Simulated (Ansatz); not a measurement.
Given:

Re:
```xyz
1
Lattice="-1.5481 1.5481 1.5481 1.5481 -1.5481 1.5481 1.5481 1.5481 -1.5481" Properties=species:S:1:pos:R:3 pbc="T T T"
Re     0.0000     0.0000     0.0000
```

This is the r²SCAN-relaxed structure.

### Question
All from r²SCAN (plane waves, PAW; program Ansatz), unless another level is named. Give the density of states at the Fermi level.

### Answer
0.93 states/eV per atom (mean over ±0.08 eV).

### Question
Predict the gap with spin–orbit coupling.

### Answer
none (metallic).

Space group Im-3m (bcc (W type)). The start of the workflow was typed in or built on a structure type; the Crystallography Open Database copy checked does not list it. It is not the phase usual at ambient conditions (space group No. 194). The cell was relaxed with r²SCAN under the symmetry of its start; whether a distortion lowers the energy is not shown. The run is not spin-polarised. Spin–orbit coupling is left out wherever it is not named.

Potentials: the earlier of the program's two PAW sets.
